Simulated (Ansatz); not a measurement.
CdO:
```xyz
4
Lattice="3.6238 0.0000 0.0000 -1.8119 3.1383 0.0000 0.0000 0.0000 5.6579" Properties=species:S:1:pos:R:3 pbc="T T T"
Cd     1.8119     1.0461     2.8145
Cd     0.0000     2.0922     5.6434
O      1.8119     1.0461     5.0211
O      0.0000     2.0922     2.1922
```

Relaxed with PBEsol. Special points in fractions of this cell's reciprocal vectors: Γ (0.000, 0.000, 0.000); M (0.500, 0.000, 0.000); K (0.333, 0.333, 0.000); A (0.000, 0.000, 0.500); L (0.500, 0.000, 0.500); H (0.333, 0.333, 0.500).

Problem. List the band energies nearest the Fermi level at these points for DFT-PBEsol in the program Ansatz with PAW potentials.

Solution. In eV from the Fermi level; about four levels below and three above (degenerate sets whole), none deeper than 8.9 eV; … stands for higher levels left out; points with the same levels are listed once.

```csv
k,below,above
Γ,-0.33 -0.14 -0.02 -0.02,3.96 6.65 …
M,-2.39 -1.96 -1.04 -0.83,4.32 5.61 7.06
K,-3.30 -1.59 -1.59 -1.55,5.95 5.95 6.77
A,-0.35 -0.35 -0.35 -0.35,2.24 2.24 8.90 8.90
L,-1.36 -1.36 -1.09 -1.09,4.76 4.76 6.62 6.62
H,-2.36 -2.36 -0.98 -0.98,6.64 6.64 6.94 6.94
```

Space group P6_3mc (wurtzite). The workflow started from a Materials Project entry (that database holds measured and hypothetical structures alike); the Crystallography Open Database copy checked does not list it. It is not the phase usual at ambient conditions (space group No. 225). The cell was relaxed with PBEsol under the symmetry of its start; whether a distortion lowers the energy is not shown. The Fermi level of a semimetal is unsure by some 0.05 eV on such meshes. Spin–orbit coupling is left out wherever it is not named.

Potentials: the later of the program's two PAW sets.
